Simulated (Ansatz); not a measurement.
Relaxation of a relaxed Sb cell displaced along its unstable phonon at q = (½, ½, ½) of its primitive reciprocal cell (101i cm⁻¹), largest move 0.15 Å; 2 atoms in the cell, which starts as I4/mmm (No. 139), tI4; a = 4.327 Å, b = 4.327 Å, c = 6.119 Å, α = 90.00°, β = 90.00°, γ = 90.00°. All values below come from PBEsol (plane waves to 420 eV, PAW, scalar-relativistic; Ansatz, a program for electronic structure). Γ-centred k-mesh 11×11×11 on the run's cell (coarser than for final values), Fermi–Dirac smearing 0.05 eV. This is the first round of the run. 

The optimiser's lines from the output (shortened; P is positive under compression):

```
relax step   1: F+E_penalty+E_count = -12816.27681967 eV  Δ(F+E_penalty+E_count) = +0.000e0 eV  max|allowed force component| = 5.152e-1 eV/Å  Δτ_max = 0.0000 Å  P = +2.324 GPa  Ω = 57.272 Å³  (7 SCF iters, dr2 threshold 1.00e-7 eV, accepted)
relax step   2: F+E_penalty+E_count = -12816.28992680 eV  Δ(F+E_penalty+E_count) = -1.311e-2 eV  max|allowed force component| = 2.367e-1 eV/Å  Δτ_max = 0.0446 Å  P = -1.797 GPa  Ω = 60.351 Å³  (6 SCF iters, dr2 threshold 2.00e-7 eV, accepted)
relax step   3: F+E_penalty+E_count = -12816.30532604 eV  Δ(F+E_penalty+E_count) = -1.540e-2 eV  max|allowed force component| = 4.456e-2 eV/Å  Δτ_max = 0.0135 Å  P = -0.249 GPa  Ω = 58.926 Å³  (6 SCF iters, dr2 threshold 2.00e-7 eV, accepted)
relax step   4: F+E_penalty+E_count = -12816.30575026 eV  Δ(F+E_penalty+E_count) = -4.242e-4 eV  max|allowed force component| = 7.515e-3 eV/Å  Δτ_max = 0.0028 Å  P = +0.027 GPa  Ω = 58.705 Å³  (6 SCF iters, dr2 threshold 2.00e-7 eV, accepted)
relax step   5: F+E_penalty+E_count = -12816.30575629 eV  Δ(F+E_penalty+E_count) = -6.026e-6 eV  max|allowed force component| = 3.488e-4 eV/Å  Δτ_max = 0.0005 Å  P = -0.002 GPa  Ω = 58.724 Å³  (6 SCF iters, dr2 threshold 1.52e-8 eV, accepted)
relax step   6: F+E_penalty+E_count = -12816.30591251 eV  Δ(F+E_penalty+E_count) = -1.562e-4 eV  max|allowed force component| = 2.941e-4 eV/Å  Δτ_max = 0.0000 Å  P = -0.002 GPa  Ω = 58.724 Å³  stress off target by 3.81e-3 GPa  SCF on the basis re-selected at this cell (its energy is not comparable with the rows above)  (6 SCF iters)
```

From the first to the last row the energy changes by -0.01 eV/atom and the volume by +2.5 %. The last row is marked as not comparable with the walk above it, whose basis was carried along; it does compare with step 1, since both stand on a basis selected at the nominal cutoff for their own cell.

Later rounds, restarted from the end of this one on a renewed k-mesh, logged 4 more steps and released under 0.01 eV/atom more. The final structure after all rounds: I4/mmm (No. 139), tI4; a = 4.344 Å, b = 4.344 Å, c = 6.227 Å, α = 90.00°, β = 90.00°, γ = 90.00°. Between re-selections the logged energies stand on a plane-wave basis carried along with the cell. No spin polarisation in the result.

The run could not lose the symmetry of its start, so the end can be a saddle point.

The relaxed structure here is a generated cell of Sb: the first start was made by placing the elements on the sites of a structure type, and the end was not matched to a known phase here, so it may be hypothetical. Known forms of Sb include space group No. 166.
